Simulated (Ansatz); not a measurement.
**What settings do to one calculation: (001) superlattice of 2 and 6 atomic planes of zincblende ZnSe and BeTe, in-plane a of ZnSe, 8 atoms**

Ansatz (PAW, plane waves), atoms fixed. The base input:

```yaml
crystal:
  lattice:
    - [2.816686, 2.816686, 0.000000]
    - [-2.816686, 2.816686, 0.000000]
    - [0.000000, 0.000000, 11.191536]
  atoms:
    - { symbol: Zn, position: [0.987618, 0.981751, 0.997619] }
    - { symbol: Be, position: [0.988697, 0.970042, 0.507721] }
    - { symbol: Be, position: [0.471158, 0.492204, 0.250195] }
    - { symbol: Be, position: [0.479843, 0.500857, 0.757654] }
    - { symbol: Se, position: [0.520811, 0.019985, 0.146603] }
    - { symbol: Te, position: [0.534376, 0.995611, 0.625303] }
    - { symbol: Te, position: [0.984318, 0.508065, 0.368496] }
    - { symbol: Te, position: [0.033661, 0.488957, 0.876469] }
kpoints:
  mp_grid: { grid: [4, 4, 1] }
hamiltonian:
  xc: pbesol
scf:
  occupations: { method: fermi_dirac, width: 0.01 }
output:
  forces: true
  eigenvalues: true
  stress: true
  populations: true
```

Command:

```sh
ansatz run in.yaml --threads 8 --pin off --max-ram 13300MiB --runs-dir r --events-out ev --progress --plain
```

It converged in 8 iterations and 2.1 s of wall time on a shared host; largest force component 2.38 eV/Å, pressure 1.53 GPa. The cutoff was the default, 420 eV. The base isn't a converged reference: it has few k points, and its atoms are unrelaxed. Each run below changes the keys shown and caps the iterations.

```csv
run,changed,ending,iterations,free energy less the base (meV per atom),rms change of forces (eV/Å),change of pressure (GPa),"wall time (s, shared host)"
1,"initial_magnetization 4, max_iter 70",converged,18,0.0,0.000,0.00,5.1 CPU
2,"mixing algorithm broyden, max_iter 60",converged,8,0.0,0.000,0.00,2.2 CPU
3,"initial_magnetization 1, max_iter 80",converged,16,0.0,0.000,0.00,4.7 CPU
4,max_iter 9,converged,8,0.0,0.000,0.00,1.8 CPU
5,"ecutwfc 400 eV, xc_grid 1 (2 is the default), max_iter 80",converged,8,0.3,0.001,0.00,1.7 CPU
6,"width 0.1 eV, accuracy high, max_iter 80",converged,11,0.0,0.000,0.00,2.2 CPU
```

Q: Which changes leave the result alone, and which of the same physical model moves the forces most?

A: The forces move by under 0.002 eV/Å in runs 1, 2, 3, 4, 5, 6. Among the runs with the same functional, charge and dispersion term, none moves them by over 0.01 eV/Å.
